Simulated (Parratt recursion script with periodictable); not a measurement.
## Neutron reflectivity, Kiessig fringes on SiO2: a table of runs and one to predict

Method: specular neutron reflectivity, Parratt recursion, Névot-Croce roughness, natural isotopes, no magnetic scattering (Parratt recursion script with periodictable 1.7.1).

Neutron wavelength 4.75 Å. Q is scanned from 0.004 to 0.25 Å⁻¹ in 600 evenly spaced points, and the curve is smoothed with a Gaussian of 0.001 Å⁻¹ full width. A minimum is a scan point below both neighbours, placed by a parabola through ln R at the three points.

Each run is one film on SiO2 (density 2.632 g/cm³, ρ = 4.158 × 10⁻⁶ Å⁻², rms roughness 2.2 Å) under vacuum. The film surface has an rms roughness of 5.5 Å in all runs. ρ and ρ″ are the real and imaginary parts of the scattering length density. The table lists all minima between 0.03 and 0.185 Å⁻¹.

```
run   film  thickness d (Å)  density (g/cm³)  ρ (10⁻⁶ Å⁻²)  ρ″ (10⁻⁶ Å⁻²)                                       minima at Q (Å⁻¹)
---  -----  ---------------  ---------------  ------------  -------------  ------------------------------------------------------
A    Ga2O3              150            5.888         6.052   2.894 × 10⁻⁴                          0.0481, 0.0871, 0.1278, 0.1691
B    Ga2O3              188            5.888         6.052   2.894 × 10⁻⁴                  0.0396, 0.0702, 0.1026, 0.1354, 0.1684
C    Ga2O3              120            5.888         6.052   2.894 × 10⁻⁴                                                       ?
D    Ga2O3              300            5.888         6.052   2.894 × 10⁻⁴  0.0460, 0.0657, 0.0860, 0.1065, 0.1271, 0.1478, 0.1686
```

Densities are inputs, not measurements. They were set from computed cells of the Materials Project: Ga2O3 from entry mp-886 (C2/m, 5.888 g/cm³); SiO2 from entry mp-6930 (P3₂21, 2.632 g/cm³). A layer's crystal structure does not enter its constants, only its composition and density.

Question: How many minima does run C have between 0.03 and 0.185 Å⁻¹, and where?

Answer: Inside a film the fringe order is m = (d/2π)(Q² − 16πρ)^½, with the film's own ρ. Where the film's ρ lies above the substrate's, its two faces reflect with opposite signs, and minima are expected at whole m.

- Run A, ρ above the substrate's: the minima give m = 1.07, 2.04, 3.02, 4.02.
- Run B, ρ above the substrate's: the minima give m = 1.06, 2.03, 3.03, 4.02, 5.01.
- Run D, ρ above the substrate's: the minima give m = 2.03, 3.02, 4.02, 5.02, 6.01, 7.01, 8.01.

In run C the film's ρ lies above the substrate's, so take whole m. The window runs from m = 0.47 to 3.52 and holds m = 1, 2, 3. Then Q² = 16πρ + (2πm/d)² gives Q = 0.0552, 0.1062, 0.1580 Å⁻¹.

The run has 3 minima, at 0.0590, 0.1080, 0.1591 Å⁻¹. The largest distance from one of them to an estimated minimum is 0.0038 Å⁻¹, against a mean spacing of 0.0501 Å⁻¹.
